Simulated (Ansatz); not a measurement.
Fe:
```
CELL_PARAMETERS angstrom
     -1.41572     1.41572     1.41572
      1.41572    -1.41572     1.41572
      1.41572     1.41572    -1.41572
ATOMIC_POSITIONS crystal
  Fe 0.00000 0.00000 0.00000
```
Starting moments (μB, in the order of the atoms Fe): 2.2.

Relaxed with PBE. Special points in fractions of this cell's reciprocal vectors: Γ (0.000, 0.000, 0.000); H (0.500, -0.500, 0.500); N (0.000, 0.000, 0.500); P (0.250, 0.250, 0.250).

Question: List the band energies nearest the Fermi level at these points for the program Ansatz at the PBE level (PAW).

Answer: In eV from the Fermi level; about four levels below and three above (degenerate sets whole), none deeper than 8.9 eV; … stands for higher levels left out; points with the same levels are listed once.

```csv
k,below,above
Γ ↑,-2.31 -2.31 -2.31 -1.09 -1.09,…
H ↑,-4.89 -4.89,0.14 0.14 0.14
N ↑,-4.97 -3.40 -1.02 -0.90,0.42 0.43 …
P ↑,-3.25 -3.25 -3.25 -0.86 -0.86,…
Γ ↓,-8.39 -0.42 -0.42 -0.42,…
H ↓,-3.07 -3.07,2.31 2.31 2.31
N ↓,-3.71 -1.72,0.53 1.52 1.93
P ↓,-1.90 -1.90 -1.90,1.98 1.98 …
```

Space group Im-3m (bcc (W type)). The cell was relaxed with PBE under the symmetry of its start. Magnetic state: ferromagnetic, chosen from 3 collinear starts compared on coarse meshes (ties went to the first, and starts can fall back to one state), not a proven ground state. Textbook magnetic order: ferromagnetic.

Potentials: the earlier of the program's two PAW sets.
